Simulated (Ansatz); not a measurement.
Method: DFT PBE, scalar-relativistic, plane waves, PAW in Ansatz. Settings: cutoff 420 eV, Γ-centred meshes spaced at most about 0.3 Å⁻¹, and about 0.25 Å⁻¹ or finer for metals (2π included), Gaussian smearing. No spin polarisation in the final relaxations.

Each of these unrelaxed guesses is relaxed in cell and atoms within its symmetry. A guess keeps its type if space group and coordination stay and the shape of the cell changes little (axis ratios within about 15 %, angles within 6°); the volume may change.

1. Sn2Bi2Te

```cif
data_structure
_symmetry_space_group_name_H-M 'P6mm'
_symmetry_Int_Tables_number 183
_cell_length_a 4.6151
_cell_length_b 4.6151
_cell_length_c 9.5136
_cell_angle_alpha 90.000
_cell_angle_beta 90.000
_cell_angle_gamma 120.000
_cell_volume 175.48
loop_
_atom_site_label
_atom_site_type_symbol
_atom_site_symmetry_multiplicity
_atom_site_Wyckoff_symbol
_atom_site_fract_x
_atom_site_fract_y
_atom_site_fract_z
_atom_site_occupancy
Sn1 Sn 2 b 0.33333 0.66667 0.07935 1
Bi1 Bi 2 b 0.33333 0.66667 0.47389 1
Te1 Te 1 a 0.00000 0.00000 0.29692 1
```

2. Cd3Hg2Se5

```cif
data_structure
_symmetry_space_group_name_H-M 'I-4m2'
_symmetry_Int_Tables_number 119
_cell_length_a 4.2287
_cell_length_b 4.2287
_cell_length_c 29.9015
_cell_angle_alpha 90.000
_cell_angle_beta 90.000
_cell_angle_gamma 90.000
_cell_volume 534.70
loop_
_atom_site_label
_atom_site_type_symbol
_atom_site_symmetry_multiplicity
_atom_site_Wyckoff_symbol
_atom_site_fract_x
_atom_site_fract_y
_atom_site_fract_z
_atom_site_occupancy
Cd1 Cd 2 a 0.00000 0.00000 0.00000 1
Cd2 Cd 4 e 0.00000 0.00000 0.20000 1
Hg1 Hg 4 e 0.50000 0.50000 0.10000 1
Se1 Se 4 f 0.00000 0.50000 0.05000 1
Se2 Se 4 f 0.50000 0.00000 0.15000 1
Se3 Se 2 c 0.00000 0.50000 0.25000 1
```

3. W3C2

```cif
data_structure
_symmetry_space_group_name_H-M 'R-3m:H'
_symmetry_Int_Tables_number 166
_cell_length_a 4.5020
_cell_length_b 4.5020
_cell_length_c 14.3254
_cell_angle_alpha 90.000
_cell_angle_beta 90.000
_cell_angle_gamma 120.000
_cell_volume 251.44
loop_
_atom_site_label
_atom_site_type_symbol
_atom_site_symmetry_multiplicity
_atom_site_Wyckoff_symbol
_atom_site_fract_x
_atom_site_fract_y
_atom_site_fract_z
_atom_site_occupancy
W1 W 6 c 0.33333 0.66667 0.07167 1
W2 W 3 a 0.00000 0.00000 0.00000 1
C1 C 6 c 0.66667 0.33333 0.13463 1
```

Question: Which keep their type?

Answer: Guess 2 keeps its type.

| guess | kept | start group | end group | V start (Å³/atom) | V end | b/a and c/a, end over start | nearest neighbours start | nearest neighbours end |
| --- | --- | --- | --- | --- | --- | --- | --- | --- |
| 1 | no | P6mm | P6mm | 35.1 | 34.6 | 1.00, 0.56 | Bi 3, Sn 3, Te 12 | Bi 5, Sn 8, Te 6 |
| 2 | yes | I-4m2 | I-4m2 | 26.7 | 30.1 | 1.00, 1.00 | Cd 4, Hg 4, Se 4 | Cd 4, Hg 4, Se 4 |
| 3 | no | R-3m | R-3m | 16.8 | 13.5 | 1.00, 0.73 | C 8, W 8 | C 2, W 1/2 |

Neighbours count within 15 % of an atom's shortest distance; end groups are read at 0.02 Å (0.05 Å in metals).

These runs have no spin–orbit coupling, which can matter for Bi, Hg, Te and W. Cells relaxed within their symmetry can be saddle points.

In counts of neighbours, a slash parts the counts of unlike sites.
